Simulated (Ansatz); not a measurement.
Consider a crystal of GaSe3 in space group Im-3m (No. 229), with Ga on 2a; Se on 6b.

Computed with Ansatz, DFT PBE, scalar-relativistic, plane waves, PAW. Cutoff 420 eV, Γ-centred mesh, Gaussian smearing, no spin polarisation.

Formation energies are uncorrected and refer to the elements' standard structures at the same level.

Task: Predict the relaxed structure.

Result:

Space group Im-3m (No. 229). a = 5.610 Å, b = 5.610 Å, c = 5.610 Å, α = 90.00°, β = 90.00°, γ = 90.00°
| atom | site | symmetry | x | y | z |
| --- | --- | --- | --- | --- | --- |
| Ga | 2a | m-3m | 0.0000 | 0.0000 | 0.0000 |
| Se | 6b | 4/mm.m | 0.5000 | 0.0000 | 0.0000 |

Ga is surrounded by 6 Se at 2.80 Å; Se is surrounded by 2 Ga at 2.80 Å and 4 Se at 2.80 Å.

Task: Where does its energy lie, and is it a metal?

Result: The energy over the elements is −0.07 eV/atom. The gap on the 12×12×12 mesh of the 4-atom cell is 0 eV (a metal). A negative formation energy is needed for stability but isn't enough: competing phases decide.

The last run used Gaussian smearing of 0.10 eV. An odd number of electrons in the primitive cell allows no gap without spin; a larger cell or a magnetic state could open one. The cell is a metal run without spin; a magnetic state may lie lower. The reference form of Se is held partly by dispersion forces, which this level lacks. A structure relaxed within its symmetry needn't be a true minimum.
